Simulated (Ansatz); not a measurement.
CO in its lowest state found on the top face of a (111) slab of Ag (Fm-3m (No. 225)), 3 planes, outer planes Ag (top) and Ag (bottom); 1 a cell of 28.74 Å², its atoms last:

```
Ag C O
1.0
     5.76066    0.00000    0.00000
    -2.88033    4.98888    0.00000
     0.00000    0.00000   22.97006
Ag C O
12 1 1
Direct
  0.33333 0.16667 0.34828
  0.33333 0.66667 0.34828
  0.83333 0.16667 0.34828
  0.83333 0.66667 0.34828
  0.66515 0.33021 0.45056
  0.66524 0.83481 0.45048
  0.16664 0.33333 0.45008
  0.16996 0.83495 0.45061
  0.00011 0.49991 0.55099
  0.00034 0.00043 0.55093
  0.49940 0.49959 0.55093
  0.49985 0.00007 0.55406
  0.52150 0.99863 0.64651
  0.54925 0.99652 0.69581
```

All numbers below come from DFT PBE+D3(BJ), scalar-relativistic, plane waves, PAW in Ansatz. Cutoff 420 eV; k points 4×4×1 on the computed 14-atom cell (Γ-centred); Gaussian smearing, width 0.10 eV; no spin polarisation. The cell repeats along c with a dipole correction in the vacuum.

The clean top face has a work function of 4.56 eV. Adsorption changes the slab's dipole along +c by Δp = +0.0487 e·Å a cell (+0.23 D an adsorbate).

Task: What change of work function does the Helmholtz equation give?

Result: A sheet of dipoles makes a step in an electron's potential energy of −e·Δp/(ε0·A), and e/ε0 = 180.95 eV·Å for Δp in e·Å: −180.95 × (0.0487)/28.74 = -0.31 eV. This is the change of φ(top) − φ(bottom). If the bottom face is unmoved, φ(top) becomes 4.25 eV.

Task: How does that compare with the calculation?

Result: φ(top) changes by -0.34 eV and φ(bottom) by -0.03 eV, so their difference changes by -0.31 eV. The bottom face hardly moves.

Task: What does the sign say about the electrons?

Result: The change of dipole points out of the surface, so the work function falls. The molecule's own dipole can set this sign. Δp also holds the adsorbate's own dipole and the moves of the surface atoms, so it isn't a charge transfer alone.